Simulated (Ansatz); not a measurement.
AlSiGeN:
Space group R3m, hexagonal axes (No. 160); a = b = 3.578 Å, c = 18.445 Å, α = β = 90.00°, γ = 120.00°

| atom | site | symmetry | x | y | z |
|---|---|---|---|---|---|
| Al | 3a | 3m | 0.0000 | 0.0000 | 0.9792 |
| N | 3a | 3m | 0.0000 | 0.0000 | 0.8763 |
| Ge | 3a | 3m | 0.0000 | 0.0000 | 0.5131 |
| Si | 3a | 3m | 0.0000 | 0.0000 | 0.3813 |
(The calculation used a cell of 4 atoms; values per cell refer to that cell.)

Relaxed with PBE.

Which orbitals make up the states near the Fermi level in PBE in the plane-wave PAW code Ansatz?

Within 0.5 eV of the Fermi level: Si 3p 33 %, Ge 4p 16 %, Al 3p 15 %, N 2p 14 %, Ge 4s 8 %, N 2s 6 %. Projections are on Löwdin-orthogonalised atomic valence shells; empty p or d shells of many metals are not among them.

Tabulate the density of states.

States/eV per cell of 4 atoms, in 0.25 eV bins, energy from the Fermi level.

```csv
E (eV),total,N 2p,Si 3p,Ge 4p
-7.85,2.17,0.39,0.27,0.11
-7.60,1.52,0.21,0.15,0.11
-7.35,1.31,0.17,0.11,0.11
-7.10,0.85,0.11,0.06,0.08
-6.85,0.06,0.01,0.01,0.00
-6.60,0.00,0.00,0.00,0.00
-6.35,0.00,0.00,0.00,0.00
-6.10,1.50,0.67,0.18,0.39
-5.85,2.25,1.02,0.25,0.52
-5.60,1.81,0.86,0.18,0.37
-5.35,2.45,1.23,0.23,0.42
-5.10,2.22,1.23,0.13,0.40
-4.85,2.41,1.53,0.06,0.47
-4.60,1.48,0.95,0.08,0.29
-4.35,1.36,0.73,0.22,0.21
-4.10,1.59,0.71,0.39,0.20
-3.85,2.39,0.93,0.67,0.28
-3.60,2.92,0.77,0.99,0.41
-3.35,1.65,0.43,0.54,0.23
-3.10,1.40,0.40,0.45,0.18
-2.85,1.33,0.40,0.44,0.16
-2.60,1.56,0.44,0.60,0.18
-2.35,1.50,0.39,0.64,0.13
-2.10,0.88,0.12,0.46,0.04
-1.85,0.86,0.11,0.44,0.04
-1.60,0.86,0.09,0.42,0.04
-1.35,0.98,0.11,0.44,0.06
-1.10,0.94,0.09,0.43,0.06
-0.85,1.06,0.11,0.43,0.10
-0.60,1.66,0.22,0.53,0.23
-0.35,1.32,0.17,0.45,0.19
-0.10,1.83,0.21,0.69,0.27
0.15,1.83,0.26,0.58,0.33
0.40,1.73,0.27,0.53,0.31
0.65,1.32,0.20,0.40,0.22
0.90,1.49,0.21,0.43,0.19
1.15,1.64,0.25,0.42,0.21
1.40,1.63,0.26,0.40,0.22
1.65,1.37,0.23,0.27,0.20
1.90,1.05,0.18,0.14,0.21
2.15,1.18,0.20,0.14,0.28
2.40,1.56,0.28,0.15,0.45
2.65,1.90,0.35,0.14,0.68
2.90,1.96,0.27,0.20,0.63
3.15,2.67,0.35,0.32,0.81
3.40,1.48,0.18,0.15,0.60
3.65,1.05,0.08,0.08,0.48
3.90,1.64,0.14,0.11,0.58
4.15,2.53,0.21,0.21,0.84
4.40,3.11,0.28,0.24,1.10
4.65,2.23,0.20,0.20,0.69
```

The start of the workflow was typed in or built on a structure type; neither database checked (COD, Materials Project) lists it. Whether it is the stable phase at ambient conditions was not checked. The cell was relaxed with PBE under the symmetry of its start; its stability against distortions is not shown here. Its formation energy is positive at this level, so the cell may be metastable or incomplete. Scalar-relativistic: spin–orbit coupling is off unless named, which matters more the heavier the elements.

Potentials: the earlier of the program's two PAW sets.
